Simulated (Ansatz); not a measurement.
## How far is PAW off for As?

```
CELL_PARAMETERS angstrom
1.87975 1.08527 3.52063
-1.87975 1.08527 3.52063
0.00000 -2.17055 3.52063
ATOMIC_POSITIONS crystal
As 0.22754 0.22754 0.22754
As 0.77246 0.77246 0.77246
```

Atom numbers follow the list: As1, As2.

The cell is a measured one (Crystallography Open Database entry 9009651); the temperature and pressure of the measurement aren't taken into account, and nothing was relaxed. The listed cell was then made from it by scaling, straining or moving an atom.

All numbers are computed: DFT, LDA, PAW with Ansatz's default frozen-core files, scalar-relativistic (Ansatz 0.2.0); DFT, LDA, all-electron LAPW, scalar-relativistic (Ansatz 0.2.0).

For PAW: a Γ-centred 13×13×13 k mesh, Fermi–Dirac smearing of 0.05 eV, cutoff 420 eV, no spin polarisation; the PAW files were made with PBE, and the program remakes their frozen cores for this functional. LAPW targets a basis error of 1 meV/atom. The Ansatz runs share mesh, smearing and spin set-up. Plane-wave (PAW) pressures include the program's estimate of the Pulay term.

Stress and pressure are positive in compression.

PAW results:

```tsv
quantity	PAW
pressure (GPa)	-2.10
stress xx (GPa)	-1.70
stress zz (GPa)	-2.89
force on As1, z (eV/Å)	-0.026
```

**Question.** What does full-potential LAPW give for the same quantities?

**Answer.** 
| quantity | LAPW |
| --- | --- |
| pressure (GPa) | -2.08 |
| stress xx (GPa) | -1.68 |
| stress zz (GPa) | -2.87 |
| force on As1, z (eV/Å) | -0.027 |
